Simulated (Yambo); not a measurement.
SiO2 (space group P6_222, No. 180), G0W0@LDA in Yambo with this input:

```
rim_cut
gw0
dyson
el_el_corr
HF_and_locXC
ppa
em1d
RandQpts= 1000000
RandGvec= 1 Ry
EXXRLvcs= 84 Ry
VXCRLvcs= 336 Ry
Chimod= "HARTREE"
% BndsRnXp
 1 | 227 |
%
NGsBlkXp= 8 Ry
% LongDrXp
 1.0 | 1.0 | 1.0 |
%
PPAPntXp= 27.2114 eV
% GbndRnge
 1 | 227 |
%
GTermKind= "BG"
DysSolver= "n"
ExtendOut
```

On a 3×3×4 mesh, with wavefunctions cut at 84 Ry, the gap (A → Γ) is 8.628 eV and the valence edge shifts by -1.823 eV.

Q: What happens with this change: 2 Ry block?

A: The gap rises by 0.270 eV, to 8.898 eV; the shift of the valence edge becomes -2.199 eV. Neither run is shown to be the converged limit.

Geometry of the Materials Project entry, not relaxed at this level; primitive cell a = b = 5.061 Å, c = 5.540 Å, α = β = 90.00°, γ = 120.00°.

This is not the ordinary phase of the substance.

A shift is the quasiparticle energy of the state minus its LDA energy.
